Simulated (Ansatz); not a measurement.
Li (space group R-3m)

```xyz
3
Lattice="1.4940 0.8626 7.3539 -1.4940 0.8626 7.3539 0.0000 -1.7251 7.3539" Properties=species:S:1:pos:R:3 pbc="T T T"
Li     0.0000     0.0000    17.1588
Li     0.0000     0.0000     4.9029
Li     0.0000     0.0000     0.0000
```

Level of theory: LDA (plane waves to 420 eV, PAW, scalar-relativistic; Ansatz, an electronic-structure program). Harmonic phonons by density-functional perturbation theory on a 18×18×18 k mesh, in cm⁻¹ and rounded to 5; i marks imaginary ones, q is in fractions of the reciprocal vectors of the cell shown, and the three acoustic modes at Γ are left out. The program warned that its band solver left a few bands short of their tolerance. Li was relaxed with its symmetry unable to fall. This is one of several known forms of Li; the measured ambient cells at hand have space group No. 229.

Q: Is the structure dynamically stable at Γ, L = (0.5, 0.0, 0.0), F = (0.5, 0.5, 0.0), T = (0.5, 0.5, 0.5)?

A: No imaginary mode at these points (lowest 60 cm⁻¹ at T = (0.5, 0.5, 0.5)); other wave vectors were not tested.

Q: List the wavenumbers at Γ, L = (0.5, 0.0, 0.0), F = (0.5, 0.5, 0.0), T = (0.5, 0.5, 0.5), with degeneracies.

A: 
```
q                                             wavenumbers (cm⁻¹)
-------------------  -------------------------------------------
Γ                                   105 (×2), 110 (×2), 285, 290
L = (0.5, 0.0, 0.0)  130, 165, 220, 220, 220, 265, 325, 335, 350
F = (0.5, 0.5, 0.0)  150 (×2), 160, 205, 245, 285, 325, 340, 345
T = (0.5, 0.5, 0.5)    60 (×2), 65 (×2), 120 (×2), 170, 170, 325
```
